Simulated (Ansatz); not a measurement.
Method: PBE, spin-orbit coupling; PAW, plane waves to 420 eV, 5×5×5 Γ-centred mesh, gaussian occupations (width 0.0691 eV) (Ansatz 0.2.0), atoms fixed. The cell carries a charge of -1 e on a uniform background.

Computed maps in the lattice plane spanned by a (left to right, 6.55 Å, 20 points from zero) and b (bottom to top, 6.55 Å, 20 points from zero), 60° apart, at height 0.270 along c. The fields are smooth PAW ones with compensation charges, not the true ones near nuclei.

Valence density. Digits on a logarithmic scale: 0 up to 0.03 e/Å³, each further digit a factor of 1.6, 9 from 1.3 e/Å³ up:
```
66689986310013689986
65689999520002599998
65579999741001479999
74347999852000258999
74334789752000025798
53212356542000002456
32222223321000000123
12333332110000000001
12456654210000000000
13567876531001222100
13578888753112455421
12578878875213578753
32468844886423699996
52357874787532589998
73236888888632379999
74223678887632247999
64312356776532134788
65332234555432233566
65544322233222344556
66667753111113577666
```

ELF less spin currents. Ten even steps from '0' (0.00) to '9' (0.89):
```
11168986200002689861
11168788610001688786
40048768830000388678
71017988851000158889
73003788851000015888
52000256631000001366
10000001210000000012
00023200000000000000
01378873100000000000
02799999720000111000
02799999972001355310
01799515997102688862
10399500599301688886
50079910199700588688
72028995599820279779
73003899999830037888
41000279999720001466
10000003777300000011
11013200122100231011
21147751000001577411
```

**Question.** The cell is Cs2LaGaF6. Which atoms lie within 0.2 Å of this plane, and where (fractions of a and b)?

**Answer.** Cs at (0.33, 0.33), F at (0.28, 0.86), F at (0.86, 0.86), F at (0.86, 0.28). The whole cell:
```xyz
10
Lattice="3.2748 5.6721 0.0000 -3.2748 5.6721 0.0000 0.0000 0.0000 5.3306" Properties=species:S:1:pos:R:3 pbc="T T T"
La    0.0000    0.0000    2.6653
Cs    0.0000    3.7810    1.4387
Cs   -0.0003    7.5626    3.8919
F    -0.0013    1.5768    4.0609
F     1.9098    4.8825    4.0609
F    -1.9085    4.8848    4.0609
F    -1.9085    6.4593    1.2698
F    -0.0013    9.7673    1.2698
F     1.9098    6.4616    1.2698
Ga    0.0000    0.0000    0.0000
```

The state carries no moments; the state need not be the lowest.

Origin: a known structure type with other elements, at an estimated volume, so it need not be a known compound. Caveats: started without moments under time reversal, so no moment could form; atoms or cell far from equilibrium; charged cell with a uniform background; f levels without a U or exact exchange are poorly placed.
